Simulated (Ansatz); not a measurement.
Al in space group Fd-3m (No. 227; Al on 8a, Al on 16d), a = b = c = 7.4827 Å, α = β = γ = 90.00°; the cell used has 6 atoms.

Relaxed with PBE.

### Question
Which orbitals make up the states near the Fermi level in PBE (plane waves, PAW; program Ansatz)?

### Answer
Within 0.5 eV of the Fermi level: Al 3p 63 %, Al 3s 32 %. Projections are on Löwdin-orthogonalised atomic valence shells; empty p or d shells of many metals are not among them.

### Question
Tabulate the density of states.

### Answer
States/eV per cell of 6 atoms, in 0.25 eV bins, energy from the Fermi level.

```tsv
E (eV)	total	Al 3p	Al 3s
-7.85	1.80	1.21	0.59
-7.60	1.07	0.72	0.35
-7.35	0.97	0.66	0.31
-7.10	1.55	1.07	0.47
-6.85	1.50	1.04	0.46
-6.60	1.58	1.09	0.48
-6.35	1.57	1.09	0.48
-6.10	1.71	1.19	0.52
-5.85	1.76	1.21	0.54
-5.60	1.80	1.24	0.56
-5.35	1.67	1.16	0.50
-5.10	1.76	1.26	0.49
-4.85	1.71	1.24	0.46
-4.60	1.75	1.28	0.46
-4.35	1.85	1.37	0.47
-4.10	2.06	1.56	0.49
-3.85	2.53	1.94	0.57
-3.60	2.07	1.61	0.44
-3.35	1.71	1.29	0.40
-3.10	2.01	1.41	0.58
-2.85	2.40	1.66	0.71
-2.60	1.86	1.22	0.60
-2.35	2.14	1.32	0.77
-2.10	2.28	1.36	0.86
-1.85	2.45	1.48	0.90
-1.60	2.24	1.36	0.81
-1.35	2.37	1.45	0.85
-1.10	2.84	1.90	0.85
-0.85	2.38	1.57	0.72
-0.60	2.44	1.60	0.74
-0.35	2.30	1.46	0.74
-0.10	2.49	1.57	0.81
0.15	2.68	1.69	0.86
0.40	2.54	1.62	0.79
0.65	2.73	1.72	0.84
0.90	3.00	1.89	0.92
1.15	3.05	1.93	0.92
1.40	2.42	1.56	0.70
1.65	2.56	1.64	0.73
1.90	2.80	1.77	0.82
2.15	2.78	1.78	0.76
2.40	3.30	2.12	0.88
2.65	2.70	1.76	0.67
2.90	2.75	1.85	0.62
3.15	3.25	2.19	0.71
3.40	3.19	2.15	0.67
3.65	3.09	2.11	0.62
3.90	2.98	2.03	0.57
4.15	3.51	2.43	0.61
4.40	3.15	2.19	0.51
4.65	2.73	1.86	0.45
4.90	2.93	1.96	0.51
```

The start of the workflow was typed in or built on a structure type; neither database checked (COD, Materials Project) lists it. It is not the phase usual at ambient conditions (space group No. 225). The cell was relaxed with PBE under the symmetry of its start; its stability against distortions is not shown here.

Potentials: the earlier of the program's two PAW sets.
